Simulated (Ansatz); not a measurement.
**Elastic constants of Ta (Im-3m) under pressure**

```xyz
1
Lattice="-1.6269 1.6269 1.6269 1.6269 -1.6269 1.6269 1.6269 1.6269 -1.6269" Properties=species:S:1:pos:R:3 pbc="T T T"
Ta    0.0000    0.0000    0.0000
```

This is the zero-pressure cell. At each pressure cell and atoms are relaxed in this structure, and the constants are slopes of the stress at strains of ±0.005 with relaxed ions (the coefficients that govern stability under load). Level: LDA, PAW on Ansatz 0.2.0's default frozen-core files (fitted under PBE), scalar-relativistic; k mesh 24×24×24, strains of ±0.005, Fermi-Dirac smearing of 0.080 eV, cutoff 420 eV. P is the pressure of the relaxed cell, less that of this one.

```tsv
P (GPa)	V/V₀	C11 (GPa)	C12 (GPa)	C44 (GPa)
0.00	1.0000	307.2	174.5	74.2
1.00	0.9955	312.5	177.5	75.2
2.01	0.9910	317.9	180.7	76.2
4.02	?	?	?	?
7.01	0.9702	343.6	195.9	80.7
10.00	0.9587	358.2	204.8	82.9
15.02	0.9407	381.4	219.4	85.7
```

Question: Does the bulk modulus from the constants agree with the pressure-volume curve?

Answer: A third-order Birch-Murnaghan fit to the volumes shown (F against f, f = [(V₀/V)^(2/3) − 1]/2) gives B₀ = 218.8 GPa and B′ = 3.8. Its −V dP/dV stands beside (C11 + 2C12)/3:

| P (GPa) | from P(V) | from the constants |
| --- | --- | --- |
| 0.00 | 218.8 | 218.7 |
| 1.00 | 222.5 | 222.5 |
| 2.01 | 226.4 | 226.4 |
| 7.01 | 245.0 | 245.1 |
| 10.00 | 255.9 | 255.9 |
| 15.02 | 274.1 | 273.4 |

Question: What are the pressure derivatives at zero pressure?

Answer: Slopes at V₀ of quadratic fits in −ln(V/V₀) through the first four rows shown, divided by B₀: dC11/dP = 5.4, dC12/dP = 3.1, dC44/dP = 1.1. The mean slopes up to 2.0 GPa are 5.3, 3.1, 1.0; curvature and scatter of the constants part the two. The combination (dC11/dP + 2 dC12/dP)/3 = 3.9 stands against B′.

Question: Fill the row at 4.02 GPa.

Answer: Cubic fits in −ln(V/V₀) through all rows shown give C11 = 328.4, C12 = 186.8, C44 = 78.2 GPa. Computed: V/V₀ = 0.9824, C11 (GPa) = 328.4, C12 (GPa) = 186.8, C44 (GPa) = 78.2.

Question: Does a shear stiffness soften?

Answer: C44 goes from 74.2 to 85.7 GPa; (C11 − C12)/2 goes from 66.4 to 81.0 GPa. Neither ends more than 3 % under its start, and the lattice stays mechanically stable over this range.

Caveats: no other phase was computed; many crystals of this kind change structure within this range, and rows or crossings beyond such a change describe a metastable lattice; frozen-core PAW files fitted under PBE, their cores solved anew for the functional of the run; responses of metals move with mesh and smearing; no spin-orbit coupling on heavy atoms; C44 of V, Nb and Ta is known to come out low; phonons weren't checked at these pressures.
